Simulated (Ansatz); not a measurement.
CoSi₂ (fluorite or antifluorite type, Fm-3m) under volume change, LDA (plane waves, PAW; program Ansatz), scaled uniformly.

| V (Å³/atom) | E − E(relaxed) (meV/atom) | P (GPa) |
|---|---|---|
| 11.126 | 74.6 | 23.67 |
| 11.492 | 31.3 | 14.46 |
| 11.859 | 7.4 | 6.64 |
| 12.226 | 0.0 | 0.00 |
| 12.593 | 6.6 | -5.63 |
| 12.960 | ___ | ___ |
| 13.326 | ___ | ___ |

Problem. Some entries are withheld; supply them.

Solution. 
- 13.326, E − E(relaxed) (meV/atom): 53.7
- 13.326, P (GPa): -14.42
- 12.960, E − E(relaxed) (meV/atom): 25.1
- 12.960, P (GPa): -10.40

Problem. What does a third-order Birch–Murnaghan fit give for V₀, B₀ and B′?

Solution. V₀ = 12.23 Å³/atom, B₀ = 203 GPa, B′ = 4.5.

Symmetry was held in the LDA relaxation. The run is not spin-polarised.

Potentials: the earlier of the program's two PAW sets. The files were generated under PBE; for other functionals the program regenerates the frozen cores, and for LDA and PBEsol the local potential too.
